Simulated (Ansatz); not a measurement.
Input, command and steps of an Ansatz relaxation.

```yaml
crystal:
  lattice:
    - [4.0438991153, -5.9662277087, 0.0]
    - [4.0438991153, 5.9662277087, 0.0]
    - [0.0, 0.0, 10.8602351613]
  atoms:
    - { symbol: Nb, position: [0.2961286208, 0.7038713792, 0.2626056098] }
    - { symbol: Nb, position: [0.7038713792, 0.2961286208, 0.7626056098] }
    - { symbol: H, position: [0.9571656966, 0.7179432713, 0.0014856047] }
    - { symbol: H, position: [0.0428343034, 0.2820567287, 0.5014856047] }
    - { symbol: H, position: [0.2820567287, 0.0428343034, 0.0014856047] }
    - { symbol: H, position: [0.7179432713, 0.9571656966, 0.5014856047] }
    - { symbol: H, position: [0.797840915, 0.8565690811, 0.0307651025] }
    - { symbol: H, position: [0.202159085, 0.1434309189, 0.5307651025] }
    - { symbol: H, position: [0.1434309189, 0.202159085, 0.0307651025] }
    - { symbol: H, position: [0.8565690811, 0.797840915, 0.5307651025] }
    - { symbol: H, position: [0.7709964868, 0.6390664504, 0.1207000089] }
    - { symbol: H, position: [0.2290035132, 0.3609335496, 0.6207000089] }
    - { symbol: H, position: [0.3609335496, 0.2290035132, 0.1207000089] }
    - { symbol: H, position: [0.6390664504, 0.7709964868, 0.6207000089] }
    - { symbol: C, position: [0.8753506404, 0.7665332828, 0.0709624512] }
    - { symbol: C, position: [0.1246493596, 0.2334667172, 0.5709624512] }
    - { symbol: C, position: [0.2334667172, 0.1246493596, 0.0709624512] }
    - { symbol: C, position: [0.7665332828, 0.8753506404, 0.5709624512] }
    - { symbol: Se, position: [0.065699611, 0.934300389, 0.1911364855] }
    - { symbol: Se, position: [0.934300389, 0.065699611, 0.6911364855] }
    - { symbol: Cl, position: [0.4836913279, 0.5163086721, 0.3160336249] }
    - { symbol: Cl, position: [0.5163086721, 0.4836913279, 0.8160336249] }
    - { symbol: Cl, position: [0.2214338977, 0.7785661023, 0.4628866966] }
    - { symbol: Cl, position: [0.7785661023, 0.2214338977, 0.9628866966] }
    - { symbol: Cl, position: [0.9845906909, 0.4427080201, 0.2586322901] }
    - { symbol: Cl, position: [0.0154093091, 0.5572919799, 0.7586322901] }
    - { symbol: Cl, position: [0.5572919799, 0.0154093091, 0.2586322901] }
    - { symbol: Cl, position: [0.4427080201, 0.9845906909, 0.7586322901] }
    - { symbol: Cl, position: [0.3255850306, 0.6744149694, 0.0497366682] }
    - { symbol: Cl, position: [0.6744149694, 0.3255850306, 0.5497366682] }
basis:
  ecutwfc: 420
kpoints:
  mp_grid: { grid: [4, 4, 2] }
hamiltonian:
  xc: pbe
  dispersion: d3bj
scf:
  occupations: { method: gaussian, width: 0.02 }
output:
  forces: true
  stress: true
  eigenvalues: true
relax:
  adjacent_minimum: "off"
  f_tol: 0.02
  max_steps: 70
  cell: { stress_tol: 0.03 }
```

```bash
ansatz run input.yaml --threads 4 --pin off --max-ram 9216MiB --backend cpu --events-out ev --progress --plain --runs-dir out
```

Method: DFT PBE+D3(BJ), scalar-relativistic, plane waves, PAW (Ansatz 0.2.0).

Of 6 frames 5 are shown, positions in Å and forces in eV/Å; the SCF threshold varies from step to step. Steps run on the plane waves of an earlier cell, with a Pulay correction in the pressure. The basis is chosen afresh for the last frame, the zero of the energies, and at times for earlier ones too; energy and pressure step there, also at an unchanged geometry. The mark taken_back stands on steps that the optimiser undid.

```xyz
30
Lattice="4.0439 -5.9662 0.0000 4.0439 5.9662 0.0000 0.0000 0.0000 10.8602" Properties=species:S:1:pos:R:3:forces:R:3 pbc="T T T" step=1 free_energy_over_end_meV_per_atom=0.06 pressure_GPa=-0.02
Nb    4.0439    2.4327    2.8520    0.0000   -0.0125   -0.0235
Nb    4.0439   -2.4327    8.2821    0.0000    0.0125   -0.0235
H     6.7740   -1.4273    0.0161   -0.0007   -0.0475   -0.0355
H     1.3138    1.4273    5.4463    0.0007    0.0475   -0.0355
H     1.3138   -1.4273    0.0161    0.0007   -0.0475   -0.0355
H     6.7740    1.4273    5.4463   -0.0007    0.0475   -0.0355
H     6.6903    0.3504    0.3341    0.0001    0.0441   -0.0153
H     1.3975   -0.3504    5.7642   -0.0001   -0.0441   -0.0153
H     1.3975    0.3504    0.3341   -0.0001    0.0441   -0.0153
H     6.6903   -0.3504    5.7642    0.0001   -0.0441   -0.0153
H     5.7022   -0.7871    1.3108   -0.0362   -0.0055    0.0130
H     2.3856    0.7871    6.7409    0.0362    0.0055    0.0130
H     2.3856   -0.7871    1.3108    0.0362   -0.0055    0.0130
H     5.7022    0.7871    6.7409   -0.0362    0.0055    0.0130
C     6.6396   -0.6492    0.7707    0.0205   -0.0067    0.0288
C     1.4482    0.6492    6.2008   -0.0205    0.0067    0.0288
C     1.4482   -0.6492    0.7707   -0.0205   -0.0067    0.0288
C     6.6396    0.6492    6.2008    0.0205    0.0067    0.0288
Se    4.0439    5.1823    2.0758    0.0000    0.0122    0.0339
Se    4.0439   -5.1823    7.5059    0.0000   -0.0122    0.0339
Cl    4.0439    0.1946    3.4322    0.0000    0.0331   -0.0136
Cl    4.0439   -0.1946    8.8623    0.0000   -0.0331   -0.0136
Cl    4.0439    3.3240    5.0271    0.0000   -0.0070   -0.0296
Cl    4.0439   -3.3240   10.4572    0.0000    0.0070   -0.0296
Cl    5.7719   -3.2330    2.8088    0.0145   -0.0003    0.0088
Cl    2.3159    3.2330    8.2389   -0.0145    0.0003    0.0088
Cl    2.3159   -3.2330    2.8088   -0.0145   -0.0003    0.0088
Cl    5.7719    3.2330    8.2389    0.0145    0.0003    0.0088
Cl    4.0439    2.0812    0.5402    0.0000    0.0086    0.0332
Cl    4.0439   -2.0812    5.9703    0.0000   -0.0086    0.0332
30
Lattice="4.0411 -5.9580 0.0000 4.0411 5.9580 0.0000 0.0000 0.0000 10.8343" Properties=species:S:1:pos:R:3:forces:R:3 pbc="T T T" step=2 free_energy_over_end_meV_per_atom=0.08 pressure_GPa=0.11 taken_back
Nb    4.0411    2.4406    2.8281    0.0000   -0.0246    0.0253
Nb    4.0411   -2.4406    8.2453    0.0000    0.0246    0.0253
H     6.7633   -1.4429    0.0339    0.0009   -0.0074   -0.0050
H     1.3189    1.4429    5.4511   -0.0009    0.0074   -0.0050
H     1.3189   -1.4429    0.0339   -0.0009   -0.0074   -0.0050
H     6.7633    1.4429    5.4511    0.0009    0.0074   -0.0050
H     6.6879    0.3415    0.3291   -0.0038    0.0099   -0.0058
H     1.3943   -0.3415    5.7462    0.0038   -0.0099   -0.0058
H     1.3943    0.3415    0.3291    0.0038    0.0099   -0.0058
H     6.6879   -0.3415    5.7462   -0.0038   -0.0099   -0.0058
H     5.6942   -0.7799    1.3207   -0.0026    0.0006    0.0043
H     2.3881    0.7799    6.7378    0.0026   -0.0006    0.0043
H     2.3881   -0.7799    1.3207    0.0026    0.0006    0.0043
H     5.6942    0.7799    6.7378   -0.0026   -0.0006    0.0043
C     6.6333   -0.6532    0.7790    0.0029    0.0248   -0.0159
C     1.4489    0.6532    6.1961   -0.0029   -0.0248   -0.0159
C     1.4489   -0.6532    0.7790   -0.0029    0.0248   -0.0159
C     6.6333    0.6532    6.1961    0.0029   -0.0248   -0.0159
Se    4.0411    5.1819    2.0856    0.0000    0.0155   -0.0482
Se    4.0411   -5.1819    7.5028    0.0000   -0.0155   -0.0482
Cl    4.0411    0.2044    3.4049    0.0000   -0.0269    0.0175
Cl    4.0411   -0.2044    8.8220    0.0000    0.0269    0.0175
Cl    4.0411    3.3333    4.9998    0.0000   -0.0092    0.0427
Cl    4.0411   -3.3333   10.4170    0.0000    0.0092    0.0427
Cl    5.7674   -3.2167    2.7935   -0.0139   -0.0157    0.0011
Cl    2.3148    3.2167    8.2107    0.0139    0.0157    0.0011
Cl    2.3148   -3.2167    2.7935    0.0139   -0.0157    0.0011
Cl    5.7674    3.2167    8.2107   -0.0139    0.0157    0.0011
Cl    4.0411    2.0914    0.5191    0.0000    0.0082    0.0054
Cl    4.0411   -2.0914    5.9363    0.0000   -0.0082    0.0054
30
Lattice="4.0422 -5.9607 0.0000 4.0422 5.9607 0.0000 0.0000 0.0000 10.8435" Properties=species:S:1:pos:R:3:forces:R:3 pbc="T T T" step=3 free_energy_over_end_meV_per_atom=-0.02 pressure_GPa=0.02
Nb    4.0422    2.4349    2.8458    0.0000   -0.0141   -0.0066
Nb    4.0422   -2.4349    8.2675    0.0000    0.0141   -0.0066
H     6.7664   -1.4365    0.0207   -0.0002   -0.0189   -0.0130
H     1.3180    1.4365    5.4425    0.0002    0.0189   -0.0130
H     1.3180   -1.4365    0.0207    0.0002   -0.0189   -0.0130
H     6.7664    1.4365    5.4425   -0.0002    0.0189   -0.0130
H     6.6892    0.3458    0.3255   -0.0002    0.0177   -0.0061
H     1.3952   -0.3458    5.7472    0.0002   -0.0177   -0.0061
H     1.3952    0.3458    0.3255    0.0002    0.0177   -0.0061
H     6.6892   -0.3458    5.7472   -0.0002   -0.0177   -0.0061
H     5.6971   -0.7818    1.3113   -0.0142   -0.0020    0.0065
H     2.3873    0.7818    6.7330    0.0142    0.0020    0.0065
H     2.3873   -0.7818    1.3113    0.0142   -0.0020    0.0065
H     5.6971    0.7818    6.7330   -0.0142    0.0020    0.0065
C     6.6356   -0.6512    0.7698    0.0086   -0.0005    0.0074
C     1.4488    0.6512    6.1916   -0.0086    0.0005    0.0074
C     1.4488   -0.6512    0.7698   -0.0086   -0.0005    0.0074
C     6.6356    0.6512    6.1916    0.0086    0.0005    0.0074
Se    4.0422    5.1802    2.0758    0.0000    0.0211    0.0039
Se    4.0422   -5.1802    7.4975    0.0000   -0.0211    0.0039
Cl    4.0422    0.1979    3.4241    0.0000    0.0033   -0.0039
Cl    4.0422   -0.1979    8.8459    0.0000   -0.0033   -0.0039
Cl    4.0422    3.3256    5.0196    0.0000   -0.0009    0.0006
Cl    4.0422   -3.3256   10.4414    0.0000    0.0009    0.0006
Cl    5.7689   -3.2264    2.8075    0.0009   -0.0014    0.0019
Cl    2.3155    3.2264    8.2292   -0.0009    0.0014    0.0019
Cl    2.3155   -3.2264    2.8075   -0.0009   -0.0014    0.0019
Cl    5.7689    3.2264    8.2292    0.0009    0.0014    0.0019
Cl    4.0422    2.0857    0.5356    0.0000   -0.0004    0.0126
Cl    4.0422   -2.0857    5.9574    0.0000    0.0004    0.0126
30
Lattice="4.0417 -5.9554 0.0000 4.0417 5.9554 0.0000 0.0000 0.0000 10.8418" Properties=species:S:1:pos:R:3:forces:R:3 pbc="T T T" step=4 free_energy_over_end_meV_per_atom=-0.02 pressure_GPa=-0.03 taken_back
Nb    4.0417    2.4273    2.8494    0.0000    0.0337    0.0034
Nb    4.0417   -2.4273    8.2703    0.0000   -0.0337    0.0034
H     6.7621   -1.4451    0.0263   -0.0021    0.0022   -0.0045
H     1.3212    1.4451    5.4473    0.0021   -0.0022   -0.0045
H     1.3212   -1.4451    0.0263    0.0021    0.0022   -0.0045
H     6.7621    1.4451    5.4473   -0.0021   -0.0022   -0.0045
H     6.6860    0.3417    0.3153   -0.0011    0.0009   -0.0057
H     1.3973   -0.3417    5.7362    0.0011   -0.0009   -0.0057
H     1.3973    0.3417    0.3153    0.0011    0.0009   -0.0057
H     6.6860   -0.3417    5.7362   -0.0011   -0.0009   -0.0057
H     5.6939   -0.7773    1.3116    0.0030    0.0002    0.0031
H     2.3894    0.7773    6.7325   -0.0030   -0.0002    0.0031
H     2.3894   -0.7773    1.3116   -0.0030    0.0002    0.0031
H     5.6939    0.7773    6.7325    0.0030   -0.0002    0.0031
C     6.6326   -0.6519    0.7682    0.0135   -0.0023   -0.0006
C     1.4508    0.6519    6.1891   -0.0135    0.0023   -0.0006
C     1.4508   -0.6519    0.7682   -0.0135   -0.0023   -0.0006
C     6.6326    0.6519    6.1891    0.0135    0.0023   -0.0006
Se    4.0417    5.1845    2.0738    0.0000   -0.0362    0.0117
Se    4.0417   -5.1845    7.4947    0.0000    0.0362    0.0117
Cl    4.0417    0.1881    3.4200    0.0000    0.0261    0.0041
Cl    4.0417   -0.1881    8.8409    0.0000   -0.0261    0.0041
Cl    4.0417    3.3217    5.0225    0.0000   -0.0127   -0.0112
Cl    4.0417   -3.3217   10.4434    0.0000    0.0127   -0.0112
Cl    5.7686   -3.2226    2.8087    0.0062   -0.0078    0.0067
Cl    2.3147    3.2226    8.2296   -0.0062    0.0078    0.0067
Cl    2.3147   -3.2226    2.8087   -0.0062   -0.0078    0.0067
Cl    5.7686    3.2226    8.2296    0.0062    0.0078    0.0067
Cl    4.0417    2.0780    0.5409    0.0000    0.0065   -0.0061
Cl    4.0417   -2.0780    5.9618    0.0000   -0.0065   -0.0061
30
Lattice="4.0426 -5.9589 0.0000 4.0426 5.9589 0.0000 0.0000 0.0000 10.8393" Properties=species:S:1:pos:R:3:forces:R:3 pbc="T T T" step=6 free_energy_over_end_meV_per_atom=0.00 pressure_GPa=0.00
Nb    4.0426    2.4342    2.8468    0.0000    0.0001   -0.0007
Nb    4.0426   -2.4342    8.2664    0.0000   -0.0001   -0.0007
H     6.7657   -1.4405    0.0219   -0.0002   -0.0029   -0.0016
H     1.3194    1.4405    5.4416    0.0002    0.0029   -0.0016
H     1.3194   -1.4405    0.0219    0.0002   -0.0029   -0.0016
H     6.7657    1.4405    5.4416   -0.0002    0.0029   -0.0016
H     6.6894    0.3442    0.3199   -0.0003    0.0026   -0.0022
H     1.3957   -0.3442    5.7396    0.0003   -0.0026   -0.0022
H     1.3957    0.3442    0.3199    0.0003    0.0026   -0.0022
H     6.6894   -0.3442    5.7396   -0.0003   -0.0026   -0.0022
H     5.6971   -0.7797    1.3106   -0.0028   -0.0001    0.0011
H     2.3880    0.7797    6.7303    0.0028    0.0001    0.0011
H     2.3880   -0.7797    1.3106    0.0028   -0.0001    0.0011
H     5.6971    0.7797    6.7303   -0.0028    0.0001    0.0011
C     6.6358   -0.6515    0.7681    0.0022   -0.0007    0.0017
C     1.4493    0.6515    6.1877   -0.0022    0.0007    0.0017
C     1.4493   -0.6515    0.7681   -0.0022   -0.0007    0.0017
C     6.6358    0.6515    6.1877    0.0022    0.0007    0.0017
Se    4.0426    5.1827    2.0744    0.0000    0.0027   -0.0011
Se    4.0426   -5.1827    7.4940    0.0000   -0.0027   -0.0011
Cl    4.0426    0.1969    3.4225    0.0000    0.0010   -0.0002
Cl    4.0426   -0.1969    8.8422    0.0000   -0.0010   -0.0002
Cl    4.0426    3.3248    5.0206    0.0000   -0.0006    0.0017
Cl    4.0426   -3.3248   10.4402    0.0000    0.0006    0.0017
Cl    5.7698   -3.2249    2.8092   -0.0009   -0.0006    0.0008
Cl    2.3153    3.2249    8.2288    0.0009    0.0006    0.0008
Cl    2.3153   -3.2249    2.8092    0.0009   -0.0006    0.0008
Cl    5.7698    3.2249    8.2288   -0.0009    0.0006    0.0008
Cl    4.0426    2.0852    0.5376    0.0000   -0.0010    0.0008
Cl    4.0426   -2.0852    5.9573    0.0000    0.0010    0.0008
```

Time: 4.5 min on 4 threads of Arm Neoverse N1, on a shared host, peak memory 1.8 GiB.